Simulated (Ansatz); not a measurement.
Input deck for Ansatz 0.2.0, then the block of the output on the nuclei.

The cell is an entry of the Crystallography Open Database (COD) (the cell was measured well above room temperature), atoms as given.

```yaml
crystal:
  lattice:
    - [4.996, 0.0, 0.0]
    - [0.0, 4.996, 0.0]
    - [0.0, 0.0, 7.016]
  atoms:
    - { symbol: Si, position: [0.29525, 0.29525, 0.0] }
    - { symbol: Si, position: [0.20475, 0.79525, 0.25] }
    - { symbol: Si, position: [0.70475, 0.70475, 0.5] }
    - { symbol: Si, position: [0.79525, 0.20475, 0.75] }
    - { symbol: O, position: [0.2406, 0.09515, 0.17482] }
    - { symbol: O, position: [0.40485, 0.7406, 0.42482] }
    - { symbol: O, position: [0.7594, 0.90485, 0.67482] }
    - { symbol: O, position: [0.59515, 0.2594, 0.92482] }
    - { symbol: O, position: [0.7406, 0.40485, 0.57518] }
    - { symbol: O, position: [0.90485, 0.7594, 0.32518] }
    - { symbol: O, position: [0.2594, 0.59515, 0.07518] }
    - { symbol: O, position: [0.09515, 0.2406, 0.82518] }
kpoints:
  mp_grid: { grid: [4, 4, 3] }
scf:
  occupations: { method: fermi_dirac, width: 0.02 }
hamiltonian:
  xc: pbe
  pseudopotentials: { kind: paw, frozen_core: stored }
output:
  forces: true
  stress: true
  populations: true
  efg: { quadrupole_moments_barn: { O: -0.02558 } }
  write_density: true
  write_potential: true
  elf: true
  volumetric_format: npy
```

```sh
ansatz run input.yaml --threads 1 --pin off --max-ram 3072MiB --backend cpu --events-out ev --progress --plain --runs-dir out
```

Of the output, the block on the nuclei alone is shown; the set-up, the SCF iterations, energies, forces and stress are cut. One atom of each set with nearly equal values is shown.

```
--- PAW observables at the nuclei: V_zz in 10²¹ V/m², potentials from the cell's mean, atoms counted from 1 ---
  atom   1  Si V_zz =    -0.392243   η = 0.8856   by run symmetry: allowed
            electrostatic potential = -1353.684464 V   contact ρ = none
  atom   5  O  V_zz =    +9.477915   η = 0.1227   by run symmetry: allowed   C_q = -5.8623 MHz
            electrostatic potential = -617.894120 V   contact ρ = none
```

Hardware: 1 thread of Intel Xeon Platinum 8259CL CPU @ 2.50GHz (Skylake/Cascade Lake) (x86_64; 16 cores open to the job, memory cap 3.0 GiB, no GPU), a shared host with a load of 0.4 a core. Wall time 9.4 s, CPU time 9.4 s, peak memory 0.43 GiB.

The calculated pressure of 7 GPa (PBE) comes largely from the unrelaxed atoms: it is 0.8 GPa once they are relaxed in the same cell. The largest force is 0.5 eV/Å, so the atoms aren't at the calculated equilibrium and relaxing them would move these values.
